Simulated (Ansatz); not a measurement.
BaTe (rock salt, space group No. 225), LDA in the plane-wave PAW code Ansatz. The conduction-band minimum lies at X, with 3 equivalent valleys. Second derivatives d²E/dk² of the lowest band at one valley (eV·Å²), along Cartesian directions:

```json
[
 {"direction": "[100]", "d²E/dk²": "5.859"},
 {"direction": "[010]", "d²E/dk²": "30.66"},
 {"direction": "[001]", "d²E/dk²": "30.66"},
 {"direction": "[110]", "d²E/dk²": "18.26"},
 {"direction": "[101]", "d²E/dk²": "18.26"},
 {"direction": "[011]", "d²E/dk²": "30.64"}
]
```

Find the principal effective masses, the density-of-states mass and the conductivity mass.

Off-diagonal terms follow from H_xy = H[110] − (H_xx + H_yy)/2, and m*/mₑ = 7.620 eV·Å² over each eigenvalue: 0.25, 0.25, 1.3. One valley's DOS mass (m₁m₂m₃)^(1/3) = 0.43, conductivity mass 3/(Σ 1/mᵢ) = 0.34 mₑ.

What effective density of states Nc follows at 300 K for parabolic valleys?

Nc = 2.509e19 × 3 × (0.43)^(3/2) ≈ 2.1e19 cm⁻³.

Space group Fm-3m (rock salt). The LDA relaxation kept the symmetry of its start; of distortions, only those at the zone centre were tested. Scalar-relativistic: spin–orbit coupling is off unless named, which matters more the heavier the elements.

Potentials: the later of the program's two PAW sets.

Edges and masses are those of Kohn–Sham bands, whose gap is no quasiparticle gap.
